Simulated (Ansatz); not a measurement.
In DFT-PBE in the program Ansatz with PAW potentials, Ta2GeN in the hexagonal phase (P6_3/mmc; Ge on 2d, Ta on 4f, N on 2a) relaxes to a = 3.265 Å, c = 12.252 Å. Ge has 6 nearest neighbours from 2.71 Å (trigonal prismatic); N has 6 nearest neighbours from 2.19 Å (octahedral). Its formation energy from the elements is -514 meV/atom, with no fitted shifts.

Electronic character: metallic (no gap). Gap from PBE with spin–orbit coupling: none (metallic).

An equation-of-state fit gives a bulk modulus of 2110 kbar.

The start of the workflow was typed in or built on a structure type; neither database checked (COD, Materials Project) lists it. Whether it is the stable phase at ambient conditions was not checked. The cell was relaxed with PBE under the symmetry of its start; its stability against distortions is not shown here. The run is not spin-polarised. The references are the lowest solids computed at this level, not always the standard phases (solids in place of the gases). Spin–orbit coupling is left out wherever it is not named.

Potentials: the earlier of the program's two PAW sets.
